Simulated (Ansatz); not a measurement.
Relaxed-ion elastic tensor of CsGeI3 in space group R3m (No. 160; Cs on 3a, Ge on 3a, I on 9b) in GPa (Voigt order), r²SCAN in the plane-wave PAW code Ansatz; density 4.40 g/cm³, 44.23 Å³ per atom.

```
      1     2     3     4    5    6
-  ----  ----  ----  ----  ---  ---
1  22.0   6.4   5.0   1.1  0.0  0.0
2   6.4  22.0   5.0  -1.1  0.0  0.0
3   5.0   5.0  13.8   0.0  0.0  0.0
4   1.1  -1.1   0.0   6.0  0.0  0.0
5   0.0   0.0   0.0   0.0  6.0  1.1
6   0.0   0.0   0.0   0.0  1.1  7.8
```

Problem. Is the crystal mechanically stable?

Solution. Yes: the smallest eigenvalue of C is 5.4 GPa.

Problem. Work out the Voigt, Reuss and Hill averages.

Solution. K_V = 10.1, K_R = 9.5, K_H = 9.8; G_V = 6.7, G_R = 6.4, G_H = 6.5 GPa.

Problem. Give Young's modulus, Poisson's ratio, Pugh's ratio and the universal anisotropy index.

Solution. E = 9KG/(3K + G) = 16.0 GPa; ν = 0.23; K/G = 1.50 (brittle by the Pugh limit of 1.75); A_U = 5G_V/G_R + K_V/K_R − 6 = 0.32.

Problem. Estimate the sound speeds and the Debye temperature.

Solution. v_l = √((K + 4G/3)/ρ) = 2050 m/s, v_t = √(G/ρ) = 1220 m/s, mean 1350 m/s; Θ = (h/k)(3n/4πV)^(1/3) v_m = 114 K.

Problem. How much does each axis shrink under pressure?

Solution. Linear compressibilities β_i = Σ_j S_ij (j = 1 to 3): x 26, y 26, z 54 per TPa.

The workflow started from a Materials Project entry (that database holds measured and hypothetical structures alike); the Crystallography Open Database files this formula in space group No. 160, but the cells were not matched. Whether it is the stable phase at ambient conditions was not checked. The r²SCAN relaxation kept the symmetry of its start; of distortions, only those at the zone centre were tested. Scalar-relativistic: spin–orbit coupling is off unless named, which matters more the heavier the elements.

Potentials: the later of the program's two PAW sets.
